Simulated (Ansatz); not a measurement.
## BeNi3: do energies and stresses tell the same story?

These are results of DFT r2SCAN, scalar-relativistic, plane waves, PAW (Ansatz), not measurements.

Settings: cutoff 500 eV, Γ-centred mesh 12×12×12 on the computed 4-atom cell, Gaussian smearing of 0.10 eV; collinear spin from starting moments 0 0.59 0.59 0.59 μB.

Relaxed cell: Pm-3m, a = 3.399 Å, b = 3.399 Å, c = 3.399 Å, α = 90.00°, β = 90.00°, γ = 90.00°, 4 atoms in the primitive cell. Whether it is the stable form of this composition wasn't checked.

Energies at zero smearing and pressures from the stress tensor, at volumes with shape and atoms relaxed:
| V (Å³/atom) | E − E(first) (meV/atom) | P (GPa) |
| --- | --- | --- |
| 9.227 | 0.00 | 14.82 |
| 9.522 | -19.64 | 6.78 |
| 9.816 | -25.68 | -0.01 |
| 10.111 | -20.21 | -5.76 |
| 10.405 | -5.02 | -10.63 |

Check P = −dE/dV between neighbouring volumes, and get the bulk modulus from the pressures alone.

With 1 eV/Å³ = 160.2 GPa:
```
middle V (Å³/atom)  −ΔE/ΔV (GPa) mean P (GPa)
             9.374        10.687        10.799
             9.669         3.287         3.384
             9.963        -2.976        -2.889
            10.258        -8.269        -8.197
```

The two differ by 0.11 GPa at most. The mean of two end pressures misses the average over a step by about ΔV² P″/12, up to 0.11 GPa here; with that taken off 0.01 GPa remains. Around V = 9.816 Å³/atom, the two neighbours give B = −V ΔP/ΔV = 9.816 × 12.55 / 0.589 = 209.1 GPa, against B0 = 208.2 GPa from the Birch–Murnaghan fit of the energies.

The state reached may not be the lowest one.

Only this magnetic start was tried.